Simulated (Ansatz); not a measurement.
Be3Si: distorted cells

The calculation used DFT PBEsol, scalar-relativistic, plane waves, PAW (Ansatz 0.2.0).

Cutoff 420 eV; k points 18×18×18 on the computed 4-atom cell (Γ-centred); Gaussian smearing, width 0.10 eV; no spin polarisation.

Reference cell:

```
Be Si
1.0
    -1.70557    1.70557    3.42313
     1.70557   -1.70557    3.42313
     1.70557    1.70557   -3.42313
Be Si
3 1
Direct
  0.75000 0.25000 0.50000
  0.25000 0.75000 0.50000
  0.50000 0.50000 0.00000
  0.00000 0.00000 0.00000
```

Each variant moves atoms of this cell by the vectors given, if any (Å), and then applies a symmetric strain (tensor components, Cartesian axes). The reference cell isn't relaxed at this level. Energies are per atom at zero smearing, counted from the lowest variant. Pressure is positive in compression.

1. strain (xx yy zz yz xz xy, %) -1.91 -1.91 1.09 0.00 0.00 0.00
2. strain (xx yy zz yz xz xy, %) 0.95 0.95 6.95 0.00 0.00 0.00
3. strain (xx yy zz yz xz xy, %) 3.54 3.54 -5.46 0.00 0.00 0.00

| result | ΔE (meV/atom) | P (GPa) |
| --- | --- | --- |
| A | 50.0 | -10.27 |
| B | 36.3 | -3.73 |
| C | 0.0 | 0.89 |

Task: Which variant gave which result?

Result: A is 2, B is 3, C is 1. The pressure falls as the cell grows: from the smallest volume to the largest the variants are 1, 3, 2.